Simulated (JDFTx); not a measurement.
Input for JDFTx (a modified build): borohydride, BH4 (SMILES [BH4-]), charge -1, multiplicity 1, CANDLE, water, 1 M KF; lengths in bohr, energies in hartree. JDFTx counts charge in electrons: elec-initial-charge is the number of excess electrons. The run starts from orbitals saved by an earlier run of the same system.

```
lattice \
  20.7869873709 0.0000000000 0.0000000000 \
  0.0000000000 20.3145558397 0.0000000000 \
  0.0000000000 0.0000000000 20.7869873709
coords-type Cartesian
ion B 0.1001145265 -0.2573703257 -0.3839335970 0
ion H -0.1071086113 1.5828761931 -1.7848174120 0
ion H 1.8657075431 -1.5828761931 -1.1035649802 0
ion H -1.8657075431 -1.4923345040 -0.4328526760 0
ion H 0.5077751421 0.4636356908 1.7848174120 0
ion-species pseudo/b_pbe_v1.4.upf
ion-species pseudo/h_pbe_v1.4.upf
elec-cutoff 15 75
elec-ex-corr gga-PBE
symmetries none
elec-n-bands 4
elec-initial-charge +1
electronic-minimize nIterations 150 energyDiffThreshold 1e-7
fluid LinearPCM
pcm-variant CANDLE
fluid-solvent H2O
fluid-cation K+ 1
fluid-anion F- 1
fluid-minimize nIterations 400 knormThreshold 1e-11
wavefunction read s0.wfns
dump-name s1.$VAR
dump End State Ecomponents EigStats BandEigs Forces ElecDensity IonicPositions FluidDebug
```

The log closes as follows.

```
[...]
ElecMinimize: Iter:   5  Etot: -5.341666914667735  |grad|_K:  7.802e-07  alpha:  1.513e+00  linmin:  2.234e-04
ElecMinimize: Iter:   6  Etot: -5.341666989542141  |grad|_K:  2.530e-07  alpha:  1.263e+00  linmin:  2.344e-05
ElecMinimize: Iter:   7  Etot: -5.341666998036079  |grad|_K:  9.454e-08  alpha:  1.363e+00  linmin: -1.876e-05
ElecMinimize: Converged (|Delta Etot|<1.000000e-07 for 2 iters).

# Ionic positions in cartesian coordinates:
ion B   0.100114526500000  -0.257370325700000  -0.383933597000000 0
ion H  -0.107108611300000   1.582876193100000  -1.784817412000000 0
ion H   1.865707543100000  -1.582876193100000  -1.103564980200000 0
ion H  -1.865707543100000  -1.492334504000000  -0.432852676000000 0
ion H   0.507775142100000   0.463635690800000   1.784817412000000 0

# Forces in Cartesian coordinates:
force B   0.000118775988356  -0.000061717538481   0.000097013622280 0
force H   0.000138568755849  -0.001255571938110   0.000935302688350 0
force H  -0.001203381017262   0.000885938473624   0.000481638743286 0
force H   0.001335005104186   0.000832662352971   0.000034746048896 0
force H  -0.000258169539278  -0.000460921445518  -0.001345753494293 0

# Energy components:
   A_diel =       -0.0669573587917151
   Eewald =        3.4172614028561963
       EH =        8.1377585182897558
     Eloc =      -18.1762586761243945
      Enl =        0.1533970806982575
      Exc =       -3.1113614939535990
 Exc_core =        0.3422879605530081
       KE =        3.9632605525923910
  MuShift =       -0.0010549841559794
-------------------------------------
     Etot =       -5.3416669980360787


	eMin: -0.468918 at state 0 ( [ +0.000000 +0.000000 +0.000000 ] spin 0 )
	HOMO: -0.286833 at state 0 ( [ +0.000000 +0.000000 +0.000000 ] spin 0 )
```

The run took 8 electronic cycles (a count that differs between repeats, as do the digits past 10⁻⁶ Ha); the highest occupied level lies at -7.81 eV from the bulk liquid. The continuum can't coordinate to the solute or react with it.
